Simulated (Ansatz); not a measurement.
Relaxed Cd (hcp, Mg type):

```yaml
crystal:
  lattice:
    - [2.96202, 0.00000, 0.00000]
    - [-1.48101, 2.56519, 0.00000]
    - [0.00000, 0.00000, 5.79795]
  atoms:
    - { symbol: Cd, position: [0.33333, 0.66667, 0.75000] }
    - { symbol: Cd, position: [0.66667, 0.33333, 0.25000] }
```

Scan: atom 2 (Cd, nearest neighbour Cd at 2.962 Å; its periodic images, 3.0 Å or more away, move with it) is displaced along a lattice vector, direction (-0.500, -0.866, 0.000) in Cartesian axes, by s. The other atoms stay.

These are r2SCAN (plane waves to 500 eV, PAW, scalar-relativistic; Ansatz, a quantum-chemistry and plane-wave program) values and carry that method's errors. k mesh 14×14×7 (Γ-centred), Fermi-Dirac smearing 0.05 eV. E stands for the smeared free energy. With partly filled bands, energies and forces of such displacements shift with the k mesh and the smearing. On this mesh the relaxed cell isn't quite at rest: it carries a pressure of 0.2 GPa (compression positive) at the zero of the scan. Cd was relaxed with its symmetry unable to fall. ΔE is measured from the undisplaced structure. The last digit holds for this mesh only.

```csv
s (Å),ΔE (meV/cell)
-0.590,38.99
-0.472,26.45
-0.354,15.53
-0.236,7.12
-0.118,withheld
0.000,0.00
0.118,withheld
0.236,7.12
0.354,15.53
0.472,26.45
0.590,38.99
```

Fit an even polynomial form (powers 2, 4) to the given rows and predict ΔE at s = 0.118.

Least squares on the 9 given rows: ΔE = (130.7)·s² + (-53.64)·s⁴, in meV/cell with s in Å; root-mean-square residual 0.006 meV/cell. At 0.118 the fit gives 1.81 meV/cell; the calculation gives 1.81 meV/cell, the same to the digits shown. The quadratic term alone would give 1.82 meV/cell.

(A displaced cell: forces are minus the slopes of the energy, force constants its curvatures, and phonons follow from these.)
